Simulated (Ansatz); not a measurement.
The start is a generated cell, Ir placed in the beta-W structure type. The structure is fully relaxed (lattice and positions, P = 0) with r2SCAN (plane waves to 500 eV, PAW, scalar-relativistic; Ansatz, a program for electronic structure). First-step values are on the input's coarse k-mesh.

Ansatz input (later rounds restart from its end on a renewed k-mesh):
Ansatz 0.2 input:
```yaml
crystal:
  lattice:
    - [4.870138, 0, 0]
    - [0, 4.870138, 0]
    - [0, 0, 4.870138]
  atoms:
    - { symbol: Ir, position: [0.25, 0, 0.5] }
    - { symbol: Ir, position: [0.75, 0, 0.5] }
    - { symbol: Ir, position: [0, 0.5, 0.25] }
    - { symbol: Ir, position: [0, 0.5, 0.75] }
    - { symbol: Ir, position: [0.5, 0.25, 0] }
    - { symbol: Ir, position: [0.5, 0.75, 0] }
    - { symbol: Ir, position: [0, 0, 0] }
    - { symbol: Ir, position: [0.5, 0.5, 0.5] }
basis: { ecutwfc: 500, ecutrho_ratio: 4, xc_grid: 4, fft_grid_basis: typed }
kpoints: { mp_grid: { grid: [7, 7, 7] } }
hamiltonian:
  xc: r2scan
  dispersion: none
  pseudopotentials: { kind: paw }
scf: { occupations: { method: fermi_dirac, width: 0.05 } }
relax: { f_tol: 0.01, max_steps: 100, cell: { stress_tol: 0.02 } }
output: { forces: true, stress: true }
```

```yaml
initial_pressure: "+8.4 GPa (positive: the cell is compressed)"
outcome: The space group stays Pm-3n (No. 223) (the run could not lower it), with 8 atoms in the primitive cell
Shortest distances (start → end): "The closest pairs of elements (up to four, under 3.6 Å), start → end: Ir–Ir 2.44 → 2.45 Å"
band_gap_at_the_end: no gap (metallic)
optimiser_moves: 4
```

Relaxed structure:

```cif
data_Ir8
_chemical_formula_sum 'Ir8'
_space_group_name_H-M_alt 'Pm-3n'
_space_group_IT_number 223
_space_group_name_Hall '-P 4n 2 3'
_cell_length_a 4.90842
_cell_length_b 4.90842
_cell_length_c 4.90842
_cell_angle_alpha 90.000
_cell_angle_beta 90.000
_cell_angle_gamma 90.000
loop_
_atom_site_label
_atom_site_type_symbol
_atom_site_symmetry_multiplicity
_atom_site_Wyckoff_symbol
_atom_site_fract_x
_atom_site_fract_y
_atom_site_fract_z
_atom_site_occupancy
Ir1 Ir 6 c 0.00000 0.50000 0.25000 1
Ir2 Ir 2 a 0.00000 0.00000 0.00000 1
```

Final values are on a 10×10×10 k-mesh of the relaxed cell. No spin polarisation in the result.

The run could not lose the symmetry of its start: the end is stationary, and may be a saddle point rather than a minimum.

All atoms sit on sites fixed by symmetry, so only the cell could relax.

The relaxed structure here is a generated cell of Ir: the first start was made by placing the elements on the sites of a structure type, and the end was not matched to a known phase here, so it may be hypothetical. Known forms of Ir include space group No. 225.
